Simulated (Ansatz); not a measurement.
**Ta: two-dimensional strain map**

The calculation used DFT PBEsol, scalar-relativistic, plane waves, PAW in Ansatz. Settings: plane waves to 420 eV, k-mesh 20×20×20 (Γ-centred), Gaussian smearing 0.15 eV. Spin–orbit coupling is left out, which can shift energies with elements as heavy as these. No spin polarisation. Energies are free energies at this smearing, counted from the undisturbed cell; pressure is positive in compression.

The starting cell (as given, not relaxed at this level; it stands at -3.8 GPa):

```
CELL_PARAMETERS angstrom
-1.65128 1.65128 1.65128
1.65128 -1.65128 1.65128
1.65128 1.65128 -1.65128
ATOMIC_POSITIONS crystal
Ta 0.00000 0.00000 0.00000
```

The cell is strained by p along both x and y and by q along z, fractional coordinates fixed. Points are written (p, q).

Energy above the undisturbed cell in meV/atom (a dash: not computed):

```csv
p \ q,-0.080,-0.040,0.000,0.040,0.080
-0.080,692.8,461.0,308.0,216.3,173.7
-0.040,272.6,127.3,51.6,31.4,53.7
0.000,77.2,9.7,0.0,39.7,116.3
0.040,48.6,54.1,104.1,193.6,314.5
0.080,143.9,212.6,319.5,453.7,612.0
```

Pressure in GPa:

| p \ q | -0.080 | -0.040 | 0.000 | 0.040 | 0.080 |
| --- | --- | --- | --- | --- | --- |
| -0.080 | 73.0 | 55.4 | 41.0 | 29.2 | 19.1 |
| -0.040 | 39.8 | 26.1 | 14.8 | 5.6 | -1.8 |
| 0.000 | 15.5 | 4.9 | -3.8 | -10.7 | -16.2 |
| 0.040 | -1.5 | -10.0 | -16.7 | -21.9 | -25.9 |
| 0.080 | -13.6 | -20.4 | -25.4 | -29.3 | -32.1 |